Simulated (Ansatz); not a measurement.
input.yaml (Ansatz)

```yaml
crystal:
  lattice:
    - [4.3058198643, 0.0, 0.0]
    - [-2.1529099321, 3.7289493866, 0.0]
    - [0.0, 0.0, 4.4185863204]
  atoms:
    - { symbol: Te, position: [0.3333333333, 0.6666666667, 0.25] }
    - { symbol: Te, position: [0.6666666667, 0.3333333333, 0.75] }
hamiltonian:
  xc: blyp
  pseudopotentials:
    kind: paw
    azcp:
      Te: "pseudopotentials/Te.paw.azcp"
basis:
  ecutwfc: 420
  fft_grid_basis: typed
kpoints:
  mp_grid: { grid: [14, 14, 12], shift: [0, 0, 0] }
magnetization:
  spin_polarized: false
scf:
  occupations: { method: fermi_dirac, width: 0.1 }
```

Terminal output

```
Engine: ansatz 0.2.0, aarch64-unknown-linux-gnu
Pseudopotentials: kind: paw
Pseudopotential: Te, paw, valence charge 16, recommended cutoff 420 eV (normal) 
Functional definition: BLYP
  parameter beta = 0.0042
  parameter a = 0.04918
  parameter b = 0.132
  parameter c = 0.2533
  parameter d = 0.349
  exchange = b88_x(beta = beta)
  correlation = lyp_c(a = a, b = b, c = c, d = d)
Crystal: 2 atoms, lattice volume = 70.946 Å³
Basis set: ecut = 420 eV, 1401 PW (Γ), exchange–correlation on 60×60×60 points (8 copies of the dense FFT grid, shifted against one another)
Bands: 20, of which v1, the nominal top of the filled ones, is band 16 counted from 1 (15 counted from 0)
Symmetry: 24 space group operations
Space group: P63/mmc (ITA 194), of the structure as read, at distance tolerance 4.1e-5 Å
k-points: 168 of 2352
Non-local potential: Te, projectors of the file, l = 0: 2, l = 1: 2, l = 2: 2, l = 3: 2
PAW form: soft (Blöchl's): semilocal exchange-correlation on the pseudo side does not see the compensation charge
PAW frozen core: Te, regenerated for the run's functional, and the local potential with it (the file was generated under x = pbe(κ = 0.804, μ = 0.2195149727645171), c = pbe(β = 0.06672455060314922))
PAW one-centre angular grid: Te, 590 points (default); XC on 64 Gauss nodes
Initial density: superposition of atomic densities (neutral atoms: chi_scale 0, normalization atom), corrected by the library's trained network
Initial wavefunctions: pseudopotential atomic-orbital guess
Functional: x = b88, c = lyp
SCF iter   1: F=—  HF=-13993.889514 eV  |F-HF|=—  |Δ(HF+E_count)|=         —  Δρ=5.35e-3  dr2=2.32e-2  ethr=1.77e-3  ⟨swp⟩=6.1  Hψ=16799  notcnv=0
SCF iter   2: F=—  HF=-13993.882072 eV  |F-HF|=—  |Δ(HF+E_count)|=   7.44e-3  Δρ=1.14e-3  dr2=7.38e-4  ethr=7.25e-5  ⟨swp⟩=2.0  Hψ=6215  notcnv=0
SCF iter   3: F=—  HF=-13993.882328 eV  |F-HF|=—  |Δ(HF+E_count)|=   2.56e-4  Δρ=3.27e-4  dr2=7.86e-5  ethr=2.31e-6  ⟨swp⟩=2.0  Hψ=6040  notcnv=0
SCF iter   4: F=—  HF=-13993.882261 eV  |F-HF|=—  |Δ(HF+E_count)|=   6.71e-5  Δρ=7.20e-5  dr2=2.03e-6  ethr=2.46e-7  ⟨swp⟩=2.0  Hψ=6074  notcnv=0
iter 5 did not close the SCF: its close was put off for the readings that it lacked (scf_convergence_deferred on its scf_iter line)
SCF iter   5: F=-13993.882263 eV  HF=-13993.882263 eV  |F-HF|=8.37e-9  |Δ(HF+E_count)|=   1.60e-6  Δρ=8.68e-6  dr2=6.49e-8  ethr=6.34e-9  ⟨swp⟩=2.0  Hψ=6029  notcnv=0
SCF iter   6: F=-13993.882263 eV  HF=-13993.882263 eV  |F-HF|=2.11e-9  |Δ(HF+E_count)|=   1.83e-9  Δρ=2.11e-6  dr2=2.37e-9  ethr=2.03e-10  ⟨swp⟩=1.0  Hψ=8646  notcnv=0
SCF 1 converged in 6 iterations: F = -13993.882263 eV  dr2 = 2.37e-9
SCF converged after 6 iterations
Free energy (F): -13993.882263 eV
Harris-Foulkes:  -13993.882263 eV  (|F-HF|=2.11e-9)
Internal energy: -13993.831028 eV  (E = F + TS)
E sigma→0 (E₀):  -13993.856646 eV
Entropy (-TS):   -0.051235 eV (-25.617 meV/atom)
Fermi energy:    8.395381 eV
--- Per-component energies (eV) ---
  E_band       = -534.582525
  E_kinetic    = 360.298577
  E_local      = -2559.262589  (includes V_loc(G=0)·N_el)
  E_nonlocal   = -625.170612
  E_hartree    = 1622.136116
  E_xc         = -243.641376
  E_vxc        = -201.063748  (∫ρ·V_xc dr)
  E_paw        = -9361.628364  (= ΣΔE_a)
  E_vpaw       = -753.656812  (= ΣTr[D̂ρ^β])
  E_aug_tail   = -0.000426  (compensation charges beyond the density's cutoff)
  E_ewald      = -3186.507162
  E_core_change = -0.055193  (= ΣΔE_core)
  E_smearing   = -0.051235  (= −TS)
  E_closure    = 0.000000  (closes the sum)
  Σ components = -13993.882263   (vs F -13993.882263, Δ=0.00e0)
```
